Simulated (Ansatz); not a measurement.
The start is a generated trial cell of As in the trigonal-Se structure type. Cell shape, volume and atoms are optimised at zero target pressure with PBEsol (plane waves to 420 eV, PAW, scalar-relativistic; Ansatz, a quantum-chemistry and plane-wave program). The first steps use a coarse 6×6×5 k-mesh.

The start:
```yaml
crystal:
  lattice:
    - [4.37872, 0.00000, 0.00000]
    - [-2.18936, 3.79208, 0.00000]
    - [0.00000, 0.00000, 4.96780]
  atoms:
    - { symbol: As, position: [0.22540, 0.00000, 0.83333] }
    - { symbol: As, position: [0.00000, 0.22540, 0.16667] }
    - { symbol: As, position: [0.77460, 0.77460, 0.50000] }
```

Q: How large is the pressure on the unrelaxed cell, and of which sign?

A: -3 GPa (negative: the cell is under tension).

Q: How does the volume change?

A: -29.2 %, from 27.50 to 19.46 Å³/atom.

Q: Is the relaxed structure metallic? Give its gap.

A: No gap (metallic).

Q: What does it relax into? Give the structure.

A: 
```cif
data_As
_chemical_formula_sum 'As1'
_space_group_name_H-M_alt 'Pm-3m'
_space_group_IT_number 221
_space_group_name_Hall '-P 4 2 3'
_cell_length_a 2.68971
_cell_length_b 2.68971
_cell_length_c 2.68971
_cell_angle_alpha 90.000
_cell_angle_beta 90.000
_cell_angle_gamma 90.000
loop_
_atom_site_label
_atom_site_type_symbol
_atom_site_symmetry_multiplicity
_atom_site_Wyckoff_symbol
_atom_site_fract_x
_atom_site_fract_y
_atom_site_fract_z
_atom_site_occupancy
As1 As 1 b 0.50000 0.50000 0.50000 1
```

Final values are on a 17×17×17 k-mesh of the relaxed cell. No spin polarisation in the result. The relaxed primitive cell holds an odd number of electrons. A magnetic state may lie lower.

The run could not lose the symmetry of its start: the end is stationary, and may be a saddle point rather than a minimum.

The relaxed structure here is a generated cell of As: the first start was made by placing the elements on the sites of a structure type, and the end was not matched to a known phase here, so it may be hypothetical. Known forms of As include space group No. 166.
